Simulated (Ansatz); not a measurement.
Lattice vibrations of ZrTi2N3 at Γ

Method: Ansatz, DFT PBE, scalar-relativistic, plane waves, PAW. Cutoff 420 eV, 16×16×16 k-points (Γ-centred), Fermi-Dirac smearing of 0.15 eV. No spin polarisation. Phonons by linear response, acoustic sum rule imposed.

The cell, relaxed at this level:
```
CELL_PARAMETERS angstrom
-1.55450 1.55450 6.57422
1.55450 -1.55450 6.57422
1.55450 1.55450 -6.57422
ATOMIC_POSITIONS crystal
Zr 0.00000 0.00000 0.00000
Ti 0.67352 0.67352 0.00000
Ti 0.32648 0.32648 0.00000
N 0.16996 0.16996 0.00000
N 0.83004 0.83004 0.00000
N 0.50000 0.50000 0.00000
```

It was reached by relaxing an invented guess, and it needn't be the stable form of this composition. In a metal, frequencies depend on the k mesh and the smearing, soft modes most.

Optical modes at Γ:
| frequency (cm⁻¹) | degeneracy |
| --- | --- |
| 183 | 2 |
| 194 | 1 |
| 222 | 2 |
| 277 | 1 |
| 381 | 1 |
| 418 | 2 |
| 434 | 2 |
| 539 | 1 |
| 569 | 2 |
| 577 | 1 |

All 15 optical modes at Γ are real: no displacement of atoms at fixed cell lowers the energy to second order. Strains and modes at other wave vectors aren't tested by this run.
